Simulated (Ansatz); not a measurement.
Here is the system:

VBiO4:
```yaml
crystal:
  lattice:
    - [-2.58310, 2.58310, 5.88960]
    - [2.58310, -2.58310, 5.88960]
    - [2.58310, 2.58310, -5.88960]
  atoms:
    - { symbol: Bi, position: [0.75000, 0.25000, 0.50000] }
    - { symbol: Bi, position: [0.00000, 0.00000, 0.00000] }
    - { symbol: V, position: [0.25000, 0.75000, 0.50000] }
    - { symbol: V, position: [0.50000, 0.50000, 0.00000] }
    - { symbol: O, position: [0.57723, 0.96644, 0.88750] }
    - { symbol: O, position: [0.71644, 0.32894, 0.88921] }
    - { symbol: O, position: [0.07894, 0.68973, 0.11250] }
    - { symbol: O, position: [0.43973, 0.82723, 0.11079] }
    - { symbol: O, position: [0.17277, 0.28356, 0.61250] }
    - { symbol: O, position: [0.03356, 0.92106, 0.61079] }
    - { symbol: O, position: [0.67106, 0.56027, 0.38750] }
    - { symbol: O, position: [0.31027, 0.42277, 0.38921] }
```

This is the PBE-relaxed structure.

All from DFT-PBE in the program Ansatz with PAW potentials, unless another level is named. Predict the electronic dielectric constant ε∞ (DFPT).

7.33 (xx = yy), 6.20 (zz).

Next, the static dielectric constant ε0 (ions relaxed, cell fixed)?

70.2 (xx = yy), 108 (zz).

What about the Born charges (a third of the trace)?

Bi +5.79, V +4.96, O -2.69 e.

Space group I4_1/a. The cell was relaxed with PBE under the symmetry of its start. The workflow began spin-polarised and lost its moments. No Hubbard U is applied. Scalar-relativistic: spin–orbit coupling is off unless named, which matters more the heavier the elements.

Potentials: the later of the program's two PAW sets.
